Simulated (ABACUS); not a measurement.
ABACUS run on MgZn3S4 (Pm, 8 atoms in the cell; from Materials Project mp-1221971, changed as shown): self-consistent single point.

Computed with LDA (PW92), PseudoDojo 0.4 standard norm-conserving LDA (tails mended) pseudopotentials (plane waves; ABACUS).

The change in words: atom 1 moved by -0.08 angstrom along z. Reference geometry (Pm):
```yaml
crystal:
  lattice:
    - [6.35962, 0.00000, 0.00000]
    - [0.00000, 3.88338, 0.00000]
    - [-0.00531, 0.00000, 6.74342]
  atoms:
    - { symbol: Mg, position: [0.50040, 0.00000, 0.66650] }
    - { symbol: Zn, position: [0.49960, 0.50000, 0.16670] }
    - { symbol: Zn, position: [0.99930, 0.50000, 0.83650] }
    - { symbol: Zn, position: [0.99870, 0.00000, 0.32980] }
    - { symbol: S, position: [0.11300, 0.00000, 0.66540] }
    - { symbol: S, position: [0.12710, 0.50000, 0.16740] }
    - { symbol: S, position: [0.63030, 0.50000, 0.84350] }
    - { symbol: S, position: [0.62770, 0.00000, 0.32410] }
```

Reference input (self-consistent single point, DFT, LDA (PW92), plane waves, PseudoDojo 0.4 standard norm-conserving LDA (tails mended) pseudopotentials): KPT = Gamma 2 3 2 0 0 0; basis_type = pw; dft_functional = PWLDA; ecutwfc = 84 Ry; smearing_method = fixed; potentials = PseudoDojo 0.4 standard norm-conserving LDA (tails mended); symmetry = 1; symmetry_prec = 1e-05; ks_solver = dav; scf_nmax = 100; scf_thr = 1.0e-09 Ry; mixing_type = broyden. This run's input differs from it in these lines:

```diff
@@ -38,3 +38,3 @@
 1
-   0.5004000000    0.0000000000    0.6665000000
+   0.5003900000    0.0000000000    0.6546370000
```

Output (repeated stretches shortened):

```
 SELF-CONSISTENT
 -------------------------------------------
                                 init_chg = atomic

 PW ALGORITHM --------------- ION=   1  ELEC=   1--------------------------------

 Notice: Threshold on eigenvalues was too large.

 Density error is 0.416029017216
                          Error Threshold = 0.000440397711706
 E_KohnSham     -1460.9715899529     -19877.5382394785
 E_Fermi        0.3834746758         5.2174406300

 PW ALGORITHM --------------- ION=   1  ELEC=   2--------------------------------

 Density error is 0.0784714738171
                          Error Threshold = 0.000442584060868
   [... lines left out ...]

 Density error is 4.63681399927e-09
                          Error Threshold = 4.57194501992e-11
 E_KohnSham     -1461.0959960583     -19879.2308713788
 E_Fermi        0.4223375036         5.7461965287

 PW ALGORITHM --------------- ION=   1  ELEC=   9--------------------------------

 Density error is 2.9876685593e-10
                          Error Threshold = 4.93278085029e-12
 E_KohnSham     -1461.0959960588     -19879.2308713859
 E_KS(sigma->0) -1461.0959960588     -19879.2308713859
 E_entropy(-TS) 0.0000000000         0.0000000000
 E_Fermi        0.4223377879         5.7462003965
 charge density convergence is achieved
 final etot is -19879.230871 eV
 EFERMI = 5.7462003965 eV

 STATE ENERGY(eV) AND OCCUPATIONS    NSPIN == 1
   [... 54 lines left out ...]

 TOTAL-FORCE (eV/Angstrom)
                       Mg1         0.0056230998         0.0000000000         0.6461012508
                       Zn1        -0.0007220287         0.0000000000        -0.1488577017
                       Zn2        -0.0797720758         0.0000000000         0.0146291535
                       Zn3         0.0125137054         0.0000000000         0.0574382872
                        S1        -0.1260281906         0.0000000000        -0.0605817117
                        S2         0.0054688719         0.0000000000        -0.0148919608
                        S3         0.0137592417         0.0000000000        -0.0368128721
   [... lines left out ...]

 TOTAL-STRESS (KBAR)
       -50.8731147068         0.0000000000        -3.2133984982
         0.0000000000       -44.4786005979         0.0000000000
        -3.2133984982         0.0000000000       -46.2661429194
 TOTAL-PRESSURE: -47.205953 KBAR

 --------------------------------------------
 !FINAL_ETOT_IS -19879.2308713858619740 eV
 --------------------------------------------
```

The run converged in 9 iterations. Against the reference run the free energy rises by 3.2 meV/atom, the pressure stays near -4.72 GPa while the zz stress (positive for compression) goes from -5.03 to -4.63 GPa and the largest force goes from 0.166 to 0.646 eV/Å.

The structure comes from a collection of computed structures, made at another level of theory; the collection holds predicted forms beside known ones. Its lattice was then scaled.

Cost on one core: about 2.5 core-minutes (a rough figure).

“Tails mended”: in these copies of the files the far tail of each local potential was reset to the Coulomb form.
